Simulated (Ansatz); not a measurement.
TaRu (CsCl type, Pm-3m) under volume change, DFT-r²SCAN in the program Ansatz with PAW potentials, scaled uniformly.

```csv
V (Å³/atom),E − E(relaxed) (meV/atom),P (GPa)
14.280,[?],[?]
14.751,52.7,18.95
15.222,12.5,8.72
15.692,0.0,0.00
16.163,11.2,-7.45
16.634,42.7,-13.80
17.105,[?],[?]
```

What belongs in the gaps?


- 17.105, E − E(relaxed) (meV/atom): 91.4
- 17.105, P (GPa): -19.21
- 14.280, E − E(relaxed) (meV/atom): 125.5
- 14.280, P (GPa): 30.93

What does a third-order Birch–Murnaghan fit give for V₀, B₀ and B′?

V₀ = 15.69 Å³/atom, B₀ = 268 GPa, B′ = 4.3.

The workflow started from an entry of the Crystallography Open Database (COD), which files this formula under 2 space groups. Whether it is the stable phase at ambient conditions was not checked. The r²SCAN relaxation kept the symmetry of its start; whether a distortion lowers the energy is not shown. No spin polarisation was allowed. Scalar-relativistic: spin–orbit coupling is off unless named, which matters more the heavier the elements.

Potentials: the later of the program's two PAW sets.
